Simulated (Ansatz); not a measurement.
K3GaF6:
Space group Fm-3m (No. 225); a = b = c = 8.6959 Å, α = β = γ = 90.00°

```tsv
atom	site	symmetry	x	y	z
K	8c	-43m	0.2500	0.2500	0.2500
K	4b	m-3m	0.5000	0.5000	0.5000
Ga	4a	m-3m	0.0000	0.0000	0.0000
F	24e	4m.m	0.0000	0.0000	0.2172
```
(The calculation used a cell of 10 atoms; values per cell refer to that cell.)

Relaxed with r²SCAN. Independent-particle spectrum: no excitons, no local fields, no scissors shift; 0.1 eV broadening; ε₁ of the summed bands alone.

**Question.** Tabulate the dielectric function from plane-wave PAW r²SCAN (Ansatz code).

**Answer.** 

```tsv
E (eV)	ε₁ xx	ε₂ xx
0.0	1.84	0.00
0.4	1.84	0.00
0.8	1.85	0.00
1.2	1.85	0.00
1.6	1.85	0.00
2.0	1.86	0.00
2.4	1.87	0.00
2.8	1.88	0.00
3.2	1.89	0.00
3.6	1.91	0.00
4.0	1.93	0.00
4.4	1.95	0.00
4.8	1.97	0.00
5.2	2.00	0.00
5.6	2.04	0.00
6.0	2.08	0.00
6.4	2.14	0.00
6.8	2.22	0.00
7.2	2.36	0.00
7.6	2.55	0.25
8.0	2.50	0.41
8.4	2.47	0.51
8.8	2.47	0.61
9.2	2.52	0.77
9.6	2.29	1.14
10.0	1.91	0.59
10.4	2.38	0.70
10.8	2.83	1.03
11.2	2.57	1.86
11.6	1.39	1.80
12.0	1.10	1.25
```

**Question.** From ε at 7.9 eV (xx: 2.51 + 0.38i), find n, k, the normal reflectivity and the absorption coefficient.

**Answer.** n = 1.59, k = 0.120, R = 5 %, α = 2kE/ħc = 96000 cm⁻¹.

With all bands, ε∞ without local fields is 2.02.

The first step of the workflow began from a Materials Project structure, measured or hypothetical; the Crystallography Open Database files this formula in space group No. 225, but the cells were not matched. Its standing as an ambient phase is unchecked. The cell was relaxed with r²SCAN under the symmetry of its start; its stability against distortions is not shown here. Scalar-relativistic: spin–orbit coupling is off unless named, which matters more the heavier the elements.

Potentials: the later of the program's two PAW sets.
